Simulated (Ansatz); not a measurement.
## Mg$_{3}$CdS$_{4}$: relaxed-ion elastic tensor

Level of theory: Ansatz 0.2.0, DFT PBE, scalar-relativistic, plane waves, PAW. Plane waves to 420 eV; Γ-centred k mesh 6×6×2; fixed occupations. No spin polarisation.

The cell, relaxed at this level:
```yaml
crystal:
  lattice:
    - [4.07694, 0.00000, 0.00000]
    - [0.00000, 4.07694, 0.00000]
    - [0.00000, 0.00000, 11.45996]
  atoms:
    - { symbol: Mg, position: [0.00000, 0.00000, 0.74442] }
    - { symbol: Mg, position: [0.00000, 0.00000, 0.25558] }
    - { symbol: Mg, position: [0.50000, 0.50000, 0.50000] }
    - { symbol: Cd, position: [0.50000, 0.50000, 0.00000] }
    - { symbol: S, position: [0.50000, 0.00000, 0.13453] }
    - { symbol: S, position: [0.00000, 0.50000, 0.37780] }
    - { symbol: S, position: [0.50000, 0.00000, 0.62220] }
    - { symbol: S, position: [0.00000, 0.50000, 0.86547] }
```

It was reached by relaxing an invented guess, and it needn't be the stable form of this composition.

Question: Give the relaxed-ion elastic constants (GPa, Voigt order xx yy zz yz xz xy, on the Cartesian axes of the cell above).

Answer:
C11 = 86.8, C12 = 30.6, C13 = 47.6, C22 = 86.8, C23 = 47.6, C33 = 66.9, C44 = 28.4, C55 = 28.4, C66 = 11.1 GPa; the others vanish.

Question: Is the crystal stable against homogeneous strain?

Answer: Yes: the least eigenvalue of the tensor is 11.1 GPa.

Question: And the moduli of a polycrystal (Hill averages)?

Answer: B = 55 GPa, G = 19 GPa, E = 51 GPa, ν = 0.34.
